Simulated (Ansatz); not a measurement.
# As (R-3m): from strained cells to moduli

```
As
1.0
     1.89065    1.09157    3.36933
    -1.89065    1.09157    3.36933
     0.00000   -2.18314    3.36933
As
2
Cartesian
  0.0000 0.0000 7.7815
  0.0000 0.0000 2.3265
```

Computed, not measured; unless marked otherwise by PBEsol, PAW on Ansatz 0.2.0's default frozen-core files (fitted under PBE), scalar-relativistic. k mesh 16×16×16, strains of ±0.005, Fermi-Dirac smearing of 0.050 eV, cutoff 420 eV. The cell was relaxed by PAW under this functional.

The cell is trigonal and carries a residual pressure of 0.00 GPa at this level. Each strain component that symmetry leaves independent is applied at ±0.005, the ions relax wherever a strain frees them, and the stress (tension positive, GPa) is read. Shears are engineering strains, γ = 2ε.

```tsv
strain	size	σxx	σyy	σzz	σyz	σxz	σxy
xx	-0.005	-0.7740	-0.2159	-0.1519	0.1545	0.0000	0.0000
xx	+0.005	0.7481	0.2166	0.1543	-0.1440	0.0000	0.0000
zz	-0.005	-0.1559	-0.1559	-0.2991	0.0000	0.0000	0.0000
zz	+0.005	0.1507	0.1507	0.2899	0.0000	0.0000	0.0000
yz	-0.005	0.1481	-0.1546	0.0001	-0.2682	0.0000	0.0000
yz	+0.005	-0.1499	0.1437	0.0001	0.2640	0.0000	0.0000
```

A central difference gives one constant, for example C11 ≈ (0.7481 − (-0.7740))/(0.01) = 152.2 GPa; the program then imposes the crystal's symmetry on the whole matrix.

Task: What are the independent elastic constants?

Result: C11 = 152.2, C12 = 43.2, C13 = 30.6, C14 = -29.8, C33 = 58.9, C44 = 53.2 GPa.

Task: Is the crystal stable against homogeneous strain?

Result: The least eigenvalue of the 6×6 matrix is 24.0 GPa, so yes.

Task: What moduli does a random aggregate of grains have?

Result: Voigt and Reuss bounds: B from 50.5 to 63.6 and G from 34.1 to 49.4 GPa; their means are B = 57.1 and G = 41.7 GPa. Then E = 9BG/(3B + G) = 100.7 GPa, ν = (3B − 2G)/(6B + 2G) = 0.206 and B/G = 1.37, on the brittle side of Pugh's 1.75 (a rule of thumb).

Task: With the density of 5.964 g/cm³, how fast does sound travel, and what Debye temperature follows?

Result: 

```
direction  slow (m/s)  middle (m/s)  fast (m/s)
        x        2007          3746        5052
        y        2745          3022        5188
        z        2987          2987        3143
```

The mean of v⁻³ over directions and branches gives v_m = 2785 m/s and θ_D = (ħ/k_B) v_m (6π²n)^(1/3) = 301 K, n being atoms per volume. Young's modulus spans 49 to 180 GPa over directions, and the universal anisotropy index is 2.52.

Known limits: frozen-core PAW files fitted under PBE, their cores solved anew for the functional of the run; responses of metals move with mesh and smearing; no dispersion correction, so the spacing and stiffness between layers or molecules are poor; elastic stability says nothing of phonons or of other phases.
